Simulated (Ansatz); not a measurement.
NaHO:
```yaml
crystal:
  lattice:
    - [3.40358, 0.00000, 0.00000]
    - [0.00000, 3.37285, 0.00000]
    - [-1.61465, 0.00000, 5.43305]
  atoms:
    - { symbol: Na, position: [0.66573, 0.25000, 0.81844] }
    - { symbol: Na, position: [0.33427, 0.75000, 0.18156] }
    - { symbol: H, position: [0.96803, 0.25000, 0.42060] }
    - { symbol: H, position: [0.03197, 0.75000, 0.57940] }
    - { symbol: O, position: [0.14190, 0.75000, 0.75802] }
    - { symbol: O, position: [0.85810, 0.25000, 0.24198] }
```

Cartesian axes are those of the cell as given.

### Question
Give the high-frequency dielectric tensor and the Born effective charge tensors of the independent atoms from DFPT, PBEsol (plane waves, PAW; program Ansatz).

### Answer

ε∞:
```
 2.38   0.00  -0.02
 0.00   2.54   0.00
-0.02   0.00   2.38
```
Z* of atom 1 (Na), rows: field, columns: displacement, in e:
```
1.02  0.00  0.00
0.00  0.99  0.00
0.00  0.00  1.08
```
Z* of atom 3 (H), rows: field, columns: displacement, in e:
```
 0.25   0.00  -0.02
 0.00   0.46   0.00
-0.02   0.00   0.16
```
Z* of atom 5 (O), rows: field, columns: displacement, in e:
```
-1.26   0.00   0.02
 0.00  -1.45   0.00
 0.02   0.00  -1.24
```

Static charges for comparison (Bader): Na1 +0.86, H3 +0.50, O5 -1.36 e. Born charges measure polarisation by displacement and can exceed these by far.

Space group P2_1/m. The workflow started from a Materials Project entry (that database holds measured and hypothetical structures alike); the Crystallography Open Database files this formula in space group No. 11, but the cells were not matched. Its standing as an ambient phase is unchecked. The cell was relaxed with PBEsol under the symmetry of its start; its stability against distortions is not shown here.

Potentials: the later of the program's two PAW sets.
